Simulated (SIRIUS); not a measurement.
**Parameter sweep on SiNi3 (Pm-3m, 4 atoms in the cell; from Materials Project mp-828, lattice scaled a little)**

```xyz
4
Lattice="3.4485 0.0000 0.0000 0.0000 3.4485 0.0000 0.0000 0.0000 3.4485" Properties=species:S:1:pos:R:3 pbc="T T T"
Si     0.0000     0.0000     0.0000
Ni     0.0000     1.7243     1.7243
Ni     1.7243     0.0000     1.7243
Ni     1.7243     1.7243     0.0000
```

Base run A: PBEsol, PseudoDojo 0.4 standard norm-conserving PBEsol (tails mended) pseudopotentials (SIRIUS), self-consistent single point.

Its settings: parameters.ngridk = 8 8 8; parameters.xc_functionals = [XC_GGA_X_PBE_SOL, XC_GGA_C_PBE_SOL]; parameters.gk_cutoff = 9.899 1/bohr; parameters.pw_cutoff = 19.799 1/bohr; parameters.smearing = fermi_dirac; parameters.smearing_width = 0.00367493 Ha; potentials = PseudoDojo 0.4 standard norm-conserving PBEsol (tails mended) pseudopotentials; parameters.electronic_structure_method = pseudopotential; parameters.num_bands = 35; parameters.num_mag_dims = 0; parameters.num_dft_iter = 100; parameters.energy_tol = 1e-07 Ha; parameters.density_tol = 1e-06; mixer.type = anderson; mixer.beta = 0.7; mixer.use_hartree = false.

The run has no spin polarisation, so moments on Ni cannot form. The structure comes from a collection of computed structures, made at another level of theory; the collection holds predicted forms beside known ones. Its lattice was then scaled.

ΔF is the free energy per atom less that of run A. 

A variant of run A gave: the free energy stays essentially unchanged (within 1 meV/atom) and the pressure goes from 2.69 to -2.07 GPa.

**Question.** Name the change that produced these shifts.
(A) volume scaled by 0.98
(B) volume scaled by 0.96
(C) volume scaled by 1.02
(D) volume scaled by 1.04

**Answer.** C, volume scaled by 1.02. That run gave: ΔF (meV/atom) -0.37; pressure (GPa) -2.07.

The base and the other variants:

| change | ΔF (meV/atom) | pressure (GPa) |
|---|---|---|
| base | 0.00 | 2.69 |
| volume scaled by 0.94 | 43.0 | 20.67 |
| volume scaled by 0.96 | 20.9 | 13.98 |
| volume scaled by 0.98 | 6.8 | 8.01 |
| volume scaled by 0.99 | 2.6 | 5.27 |
| volume scaled by 1.01 | -0.94 | 0.24 |
| volume scaled by 1.04 | 5.0 | -6.32 |
| volume scaled by 1.06 | 15.6 | -10.12 |

“Tails mended”: in these copies of the files the far tail of each local potential was reset to the Coulomb form.
